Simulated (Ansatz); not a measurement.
Input:

B$_{4}$C:
```xyz
15
Lattice="4.3713 2.7898 0.0000 -4.3713 2.7898 0.0000 -2.4177 0.0000 4.4083" Properties=species:S:1:pos:R:3 pbc="T T T"
B     -2.0990     2.7898     3.6958
B      0.2544     1.8919     2.1335
B      0.2544     3.6878     2.1335
B     -2.6944     3.6965     2.2281
B     -2.6944     1.8831     2.2281
B     -2.1241     2.7898     0.7972
B     -0.3054     2.7898     3.5793
B     -1.1790     1.3699     3.0641
B     -1.1790     4.2098     3.0641
B     -1.2527     4.2230     1.3172
B     -1.2527     1.3567     1.3172
B     -6.7562     2.7898     4.3549
C     -0.3957     2.7898     0.7743
C     -5.4038     2.7898     3.8850
C      3.0587     2.7898     0.4567
```

This is the PBEsol-relaxed structure. Cartesian axes are those of the cell as given.

**Question.** All from plane-wave PAW PBEsol (Ansatz code), unless another level is named. Give the Debye temperature from the elastic constants.

**Answer.** 1490 K.

**Question.** Next, the zero-point energy?

**Answer.** 138.0 meV/atom.

**Question.** Next, the elastic constants (relaxed ions, GPa)?

**Answer.** C11 = 499, C22 = 545, C33 = 558, C12 = 107, C13 = 98.9, C23 = 96.7, C44 = 199, C55 = 190, C66 = 184, C15 = -33.9, C25 = 56.1, C35 = 35.5, C46 = 36.5.

**Question.** Give the highest zone-centre frequency (without LO–TO term).

**Answer.** 197.3 meV.

**Question.** And the piezoelectric stress constants (proper, relaxed ions, C/m²)?

**Answer.** e11 = e15 = 0.07, e12 = -0.06, e13 = -0.02, e24 = 0.28, e26 = -0.23, e31 = -0.03, e32 = 0.16, e33 = 0.08, e35 = -0.14.

**Question.** Give the vibrational entropy at 300 K.

**Answer.** 5.4 J/(K·mol of atoms).

Space group Cm. The first step of the workflow began from a Materials Project structure, measured or hypothetical; the Crystallography Open Database copy checked does not list it. Its standing as an ambient phase is unchecked. Symmetry was held in the PBEsol relaxation; phonons on a q-mesh show no instability.

Potentials: the later of the program's two PAW sets.
